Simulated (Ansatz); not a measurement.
The relaxed structure here is a generated cell of Zr: the first start was made by a random draw of sites in a space group, and the end was not matched to a known phase here, so it may be hypothetical. Known forms of Zr include space group No. 194.

A relaxed cell of Zr (Cmmm (No. 65)), relaxed on a k-mesh at least as fine as the one used below. Method: PBE (plane waves to 420 eV, PAW, scalar-relativistic; Ansatz, a first-principles code). Γ-centred k-mesh 6×12×4 on the run's cell (coarser than for final values), Fermi–Dirac smearing 0.05 eV.

```
Zr
1.0
    3.19205    -5.41399     0.00000
    1.59603     2.70700     0.00000
    0.00000     0.00000     8.08626
Zr
6
Cartesian
  1.59603   0.00000   2.57569
  3.19205  -2.70700   2.57569
  1.59603   0.00000   5.51058
  3.19205  -2.70700   5.51058
  0.00000   0.00000   0.00000
  1.59603  -2.70700   0.00000
```

Every atom was then displaced, and the forces became (eV/Å):

| atom | Fx | Fy | Fz |
|---|---|---|---|
| Zr1 | 0.07 | 0.49 | 0.32 |
| Zr2 | 0.07 | -0.55 | 0.93 |
| Zr3 | 0.88 | -0.75 | 0.02 |
| Zr4 | -0.80 | 0.68 | -1.11 |
| Zr5 | -0.18 | 0.32 | -0.67 |
| Zr6 | -0.04 | -0.20 | 0.50 |

Task: Which atom was moved farthest relative to the others, and in which direction?

Result: Zr4, by (0.10, -0.08, 0.17) Å (0.21 Å, mean shift removed); the next is Zr3 with 0.16 Å. Its force makes an angle of 174° with its move.

All displacements (Å):

| atom | ux | uy | uz |
|---|---|---|---|
| Zr1 | -0.051 | -0.118 | -0.100 |
| Zr2 | -0.055 | 0.115 | -0.079 |
| Zr3 | -0.176 | 0.092 | -0.068 |
| Zr4 | 0.052 | -0.076 | 0.153 |
| Zr5 | 0.003 | -0.014 | 0.105 |
| Zr6 | -0.051 | 0.053 | -0.121 |

Task: Estimate the energy cost of the displacement in the harmonic approximation and compare with the calculation.

Result: For a harmonic well ΔE = −½ Σ F·u = 0.434 eV a cell, or 72 meV/atom. The calculated energy relative to the undisplaced cell is +0.07 eV/atom, so the harmonic estimate holds well.

The undisplaced cell is probably no minimum: from this displacement the run went on to R-3m (No. 166), 0.11 eV/atom below it.

No spin polarisation in the result.
